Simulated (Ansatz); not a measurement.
**Phonon spectrum of Mg5ZnO6**

Level of theory: DFT PBE, scalar-relativistic, plane waves, PAW (Ansatz 0.2.0). Cutoff 420 eV, 12×12×2 k-points (Γ-centred), fixed occupations. No spin polarisation. Phonons by linear response, acoustic sum rule imposed.

Relaxed structure:
```
CELL_PARAMETERS angstrom
3.01865 0.00000 0.00000
-1.50932 2.61422 0.00000
0.00000 0.00000 14.76879
ATOMIC_POSITIONS crystal
Mg 0.33333 0.66667 0.83230
Mg 0.66667 0.33333 0.16770
Mg 0.33333 0.66667 0.33390
Mg 0.00000 0.00000 0.50000
Mg 0.66667 0.33333 0.66610
Zn 0.00000 0.00000 0.00000
O 0.66667 0.33333 0.91340
O 0.33333 0.66667 0.08660
O 0.00000 0.00000 0.25086
O 0.66667 0.33333 0.41695
O 0.33333 0.66667 0.58305
O 0.00000 0.00000 0.74914
```

It was reached by relaxing an invented guess, and it needn't be the stable form of this composition. The q mesh is coarse, so values between its points are rough.

Force constants from linear response on a 3×3×1 q mesh.

(1) Is the structure dynamically stable on this mesh?

(2) Give the frequencies (cm⁻¹; i marks imaginary ones) at the irreducible q points, in fractions of the reciprocal vectors, the Γ row without the LO field.

## Answers

(1) Yes, on this mesh: no mode is imaginary.

(2)
| q | star | frequencies |
| --- | --- | --- |
| 0.000 0.000 0.000 | 1 | 0 0 0 93 93 102 102 162 162 182 199 199 212 238 238 308 308 312 312 322 342 342 351 351 356 356 359 359 363 395 484 537 584 608 642 656 |
| 0.000 0.333 0.000 | 6 | 118 145 182 212 219 220 239 247 257 270 271 314 317 323 338 345 350 354 361 365 371 378 387 388 396 398 407 409 432 457 482 516 524 551 586 608 |
| 0.333 0.333 0.000 | 2 | 149 178 178 279 279 279 284 284 331 338 338 345 345 345 364 375 375 378 378 383 401 403 403 406 433 433 438 463 463 471 483 483 483 496 496 499 |
